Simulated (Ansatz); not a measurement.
LaN:
Space group Pnma (No. 62); a = 10.6054 Å, b = 3.7555 Å, c = 3.7539 Å, α = 90.00°, β = 90.00°, γ = 90.00°

```tsv
atom	site	symmetry	x	y	z
La	4c	.m.	0.1246	0.2500	0.2585
N	4c	.m.	0.3768	0.2500	0.2303
```

Relaxed with r²SCAN.

### Question
Tabulate the valence density and the electron localisation function along the shortest La–N contact (2.58 Å), r²SCAN in the plane-wave PAW code Ansatz.

### Answer


```
distance from La (Å)  density (e/Å³)   ELF
--------------------  --------------  ----
0.26                            1.40  0.06
0.39                            1.51  0.29
0.52                            1.62  0.59
0.65                            1.60  0.76
0.77                            1.39  0.81
0.90                            1.05  0.79
1.03                            0.72  0.65
1.16                            0.48  0.37
1.29                            0.36  0.20
1.42                            0.34  0.21
1.55                            0.40  0.40
1.68                            0.56  0.65
1.81                            0.86  0.78
1.94                            1.35  0.81
2.07                            2.10  0.77
2.19                            2.93  0.62
2.32                            3.43  0.33
```

The density is the valence pseudo-density with augmentation charge, so density and ELF within about 1 Å of a nucleus are not all-electron values.

The start of the workflow was typed in or built on a structure type; neither database checked (COD, Materials Project) lists it. COD files the formula under space group No. 225, so this cell is another polymorph or a model. Whether it is the stable phase at ambient conditions was not checked. The r²SCAN relaxation kept the symmetry of its start; whether a distortion lowers the energy is not shown. Spin–orbit coupling is left out wherever it is not named.

Potentials: the later of the program's two PAW sets.
